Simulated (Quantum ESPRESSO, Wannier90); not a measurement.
**Wannier functions of Te2Pd (P-3m1)**

```
Te2Pd
1.0
    4.07009     0.00000     0.00000
   -2.03504     3.52480     0.00000
    0.00000     0.00000     5.23308
Te Pd
2 1
Cartesian
  2.03504  -1.17493   1.36630
 -2.03504   1.17493  -1.36630
  0.00000   0.00000   0.00000
```

Structure: Materials Project mp-782, symmetrised, not relaxed again. COD (Crystallography Open Database) has an entry of this formula and space group (matched by these alone). Method: PBEsol plane waves in Quantum ESPRESSO 7.5 (PseudoDojo norm-conserving files, 66 Ry, no spin polarisation, no spin-orbit coupling), Bloch states on a 6×6×4 mesh through Γ, Wannier90 4.0.1. Density: 12×12×6 mesh, cold smearing 0.01 Ry. The cell is built of weakly bound layers, chains or molecules, whose nearest atoms lie 3.43 Å apart. Database cells relaxed without dispersion often hold them too far apart, which can enlarge gaps and weakens couplings between them; spacing and stacking were not compared with the measured crystal. Spin-orbit coupling is left out although heavy elements are present.

The plane-wave run has 37 bands and 50 electrons a cell. On the energy scale of pw.x, whose zero is arbitrary, the Fermi level lies at 12.48 eV.

Isolated groups of bands, relative to the Fermi level (bands from 28 on overlap up to the last one computed):

```csv
bands,from (eV),to (eV),filling,weight on atomic waves
1,-85.03,-85.03,filled,Pd 4s 99 %
2–4,-50.82,-50.74,filled,Pd 4p 100 %
5–14,-37.22,-37.18,filled,Te 4d 100 %
15–16,-13.33,-10.26,filled,"Te 5s 88 %, Te 5p 6 %, Pd 4d 5 %"
17–27,-6.17,2.32,partly filled,"Te 5p 52 %, Pd 4d 44 %"
```

Input w.win, without the blocks of cell, atoms and k-points (144 lines):

```
num_bands = 27
num_wann = 17
exclude_bands = 5-14
num_iter = 1000
conv_tol = 1.0e-6
conv_window = 4
dis_num_iter = 1000
dis_conv_tol = 1.0e-6
dis_froz_max = 16.14
write_hr = true
write_u_matrices = true
begin projections
f=0.34360,-0.32028,0.25874: s;p
f=-0.33038,0.34641,-0.25866: s;p
f=0.00957,0.01385,0.00006: s;p;d
end projections
mp_grid = 6 6 4
```

wannier90.x stops with:
```
dis_windows: More states in the frozen window than target WFs
```
At some k-point more bands lie below dis_froz_max than there are Wannier functions, and every frozen state has to fit into the subspace. Mended as below, all else unchanged, the run goes through (Ω_I = 16.9 Å²) and follows the plane-wave bands to 5.8 meV rms (states up to 1.0 eV relative to the Fermi level).
```
dis_froz_max = 13.98
```
